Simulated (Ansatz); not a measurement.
Ga$_{2}$O$_{3}$:
```yaml
crystal:
  lattice:
    - [6.06758, 1.50788, 0.00000]
    - [-6.06758, 1.50788, 0.00000]
    - [-1.36652, 0.00000, 5.58648]
  atoms:
    - { symbol: Ga, position: [0.90931, 0.09069, 0.70495] }
    - { symbol: Ga, position: [0.09069, 0.90931, 0.29505] }
    - { symbol: Ga, position: [0.65889, 0.34111, 0.81429] }
    - { symbol: Ga, position: [0.34111, 0.65889, 0.18571] }
    - { symbol: O, position: [0.82692, 0.17308, 0.93780] }
    - { symbol: O, position: [0.17308, 0.82692, 0.06220] }
    - { symbol: O, position: [0.83432, 0.16568, 0.39066] }
    - { symbol: O, position: [0.16568, 0.83432, 0.60934] }
    - { symbol: O, position: [0.49643, 0.50357, 0.75580] }
    - { symbol: O, position: [0.50357, 0.49643, 0.24420] }
```

Relaxed with LDA. Special points in fractions of this cell's reciprocal vectors: Γ (0.000, 0.000, 0.000); C (0.266, 0.266, 0.000); C2 (-0.266, 0.734, 0.000); Y2 (-0.500, 0.500, 0.000); M2 (-0.500, 0.500, 0.500); D (-0.258, 0.742, 0.500); D2 (0.258, 0.258, 0.500); A (0.000, 0.000, 0.500); L2 (0.000, 0.500, 0.500); V2 (0.000, 0.500, 0.000).

### Question
List the band energies nearest the valence-band maximum at these points for plane-wave PAW LDA (Ansatz code).

### Answer
In eV from the valence-band maximum; about four levels below and three above (degenerate sets whole), none deeper than 8.9 eV; points with the same levels are listed once.

| k | below | above |
|---|---|---|
| Γ | -0.70 -0.69 -0.51 -0.30 -0.02 | 2.49 5.68 6.64 |
| C | -0.88 -0.79 -0.51 -0.12 | 5.73 6.50 6.91 |
| Y2 | -0.70 -0.69 -0.43 -0.17 | 4.62 4.90 5.69 |
| M2 | -0.68 -0.62 -0.62 -0.02 | 5.27 5.34 6.31 |
| D | -1.18 -0.96 -0.91 -0.67 | 6.94 7.00 7.65 |
| A | -0.73 -0.66 -0.50 -0.32 | 4.86 4.95 6.79 |
| L2 | -1.16 -1.13 -0.78 -0.69 | 6.92 6.94 7.83 |
| V2 | -0.79 -0.76 -0.48 -0.13 | 5.58 6.55 7.27 |

Space group C2/m. The LDA relaxation kept the symmetry of its start; of distortions, only those at the zone centre were tested. Scalar-relativistic: spin–orbit coupling is off unless named, which matters more the heavier the elements.

Potentials: the later of the program's two PAW sets.
